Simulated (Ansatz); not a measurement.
GeRh:
```
GeRh
1.0
    5.34573     0.00000     0.00000
   -2.67286     4.62954     0.00000
    0.00000     0.00000     3.95028
Rh Ge
3 3
Direct
  0.50000   0.00000   0.00000
  0.50000   0.50000   0.00000
  0.00000   0.50000   0.00000
  0.00000   0.00000   0.00000
  0.33333   0.66667   0.50000
  0.66667   0.33333   0.50000
```

Relaxed with PBEsol. Special points in fractions of this cell's reciprocal vectors: Γ (0.000, 0.000, 0.000); M (0.500, 0.000, 0.000); K (0.333, 0.333, 0.000); A (0.000, 0.000, 0.500); L (0.500, 0.000, 0.500); H (0.333, 0.333, 0.500).

Problem. List the band energies nearest the Fermi level at these points for DFT-PBEsol in the program Ansatz with PAW potentials.

Solution. In eV from the Fermi level; about four levels below and three above (degenerate sets whole), none deeper than 8.9 eV; points with the same levels are listed once.

| k | below | above |
|---|---|---|
| Γ | -1.24 -1.24 -1.15 -0.13 | 0.79 2.43 2.55 2.55 |
| M | -2.29 -1.85 -1.38 -1.20 | 0.64 1.23 1.96 |
| K | -2.09 -2.09 -1.80 -0.76 | 0.91 0.92 0.92 |
| A | -1.30 -1.17 -1.17 -1.01 | 0.79 0.89 1.07 |
| L | -1.40 -1.33 -0.82 -0.68 | 0.19 1.90 3.39 |
| H | -1.53 -1.53 -0.80 -0.66 | 0.64 3.44 3.44 |

Space group P6/mmm. A made-up cell: these elements were put on the sites of a structure type; neither database checked (COD, Materials Project) lists it. COD files the formula under space group No. 62. Whether it is the stable phase at ambient conditions was not checked. The PBEsol relaxation kept the symmetry of its start; whether a distortion lowers the energy is not shown. The run is not spin-polarised. Spin–orbit coupling is left out wherever it is not named.

Potentials: the earlier of the program's two PAW sets. The files were generated under PBE; for other functionals the program regenerates the frozen cores, and for LDA and PBEsol the local potential too.
